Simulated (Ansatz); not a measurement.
ZrAs:
```yaml
crystal:
  lattice:
    - [3.83134, 0.00000, 0.00000]
    - [-1.91567, 3.31804, 0.00000]
    - [0.00000, 0.00000, 12.89185]
  atoms:
    - { symbol: Zr, position: [0.33333, 0.66667, 0.11661] }
    - { symbol: Zr, position: [0.66667, 0.33333, 0.88339] }
    - { symbol: Zr, position: [0.66667, 0.33333, 0.61661] }
    - { symbol: Zr, position: [0.33333, 0.66667, 0.38339] }
    - { symbol: As, position: [0.00000, 0.00000, 0.00000] }
    - { symbol: As, position: [0.00000, 0.00000, 0.50000] }
    - { symbol: As, position: [0.33333, 0.66667, 0.75000] }
    - { symbol: As, position: [0.66667, 0.33333, 0.25000] }
```

Relaxed with r²SCAN. Special points in fractions of this cell's reciprocal vectors: Γ (0.000, 0.000, 0.000); M (0.500, 0.000, 0.000); K (0.333, 0.333, 0.000); A (0.000, 0.000, 0.500); L (0.500, 0.000, 0.500); H (0.333, 0.333, 0.500).

### Question
List the band energies nearest the Fermi level at these points for r²SCAN (plane waves, PAW; program Ansatz).

### Answer
In eV from the Fermi level; about four levels below and three above (degenerate sets whole), none deeper than 8.9 eV; points with the same levels are listed once.

```csv
k,below,above
Γ,-0.17 -0.17 -0.16 -0.16,0.68 0.68 0.84
M,-2.63 -2.14 -1.73 -1.09,0.33 1.42 1.91
K,-3.58 -3.58 -3.37 -3.37,0.00 0.66 0.66
A,-0.09 -0.09 -0.09 -0.09,0.11 0.11 1.46 1.46 1.46 1.46
L,-2.15 -2.15 -1.66 -1.66,1.09 1.09 1.96 1.96
H,-3.65 -3.65 -3.30 -3.30,0.39 0.39 0.85 0.85
```

Space group P6_3/mmc. The first step of the workflow began from a Materials Project structure, measured or hypothetical; the Crystallography Open Database files this formula in space group No. 194, but the cells were not matched. Whether it is the stable phase at ambient conditions was not checked. Symmetry was held in the r²SCAN relaxation; its stability against distortions is not shown here. The run is not spin-polarised. Spin–orbit coupling is left out wherever it is not named.

Potentials: the later of the program's two PAW sets.
